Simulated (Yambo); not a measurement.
Consider the following.

```
CELL_PARAMETERS angstrom
      0.00000     4.17194     4.17194
      4.17194     0.00000     4.17194
      4.17194     4.17194     0.00000
ATOMIC_POSITIONS crystal
  N  0.12500 0.12500 0.12500
  N  0.62500 0.12500 0.12500
  N  0.12500 0.12500 0.62500
  N  0.12500 0.62500 0.12500
  V  0.25000 0.25000 0.25000
  V  0.00000 0.00000 0.00000
  Cs 0.75000 0.75000 0.75000
  Cs 0.50000 0.50000 0.50000
```

Workflow: norm-conserving PBEsol (Quantum ESPRESSO, 84 Ry, no spin-orbit coupling), then G0W0 in Yambo (2×2×2 Γ-centred k mesh, bands 3 to 214 and a 7 Ry block in the screening, 214 bands in G with the Bruneval-Gonze terminator, plasmon pole fitted at 27.2 eV).

Give the PBEsol and G0W0 gaps between the band edges found on this mesh, and say where the edges lie.

Edges: L → Γ. PBEsol: 0.56 eV; G0W0: 1.33 eV. Nearest settings tried, and what they do to the gap: 167 bands in W, 167 bands in G: -12 meV; 6 Ry block (283 vectors against 339): -6 meV; 4×4×4 mesh: -82 meV. So the settings aren't converged at that level. The k mesh is coarse. The 3d shell has no Hubbard U; the runs are without spin polarisation, and magnetic order was not tried.

Geometry of the Materials Project entry, not relaxed at this level.

The structure is a Materials Project entry; no match was found in the copy of COD used, and its stability was not checked.
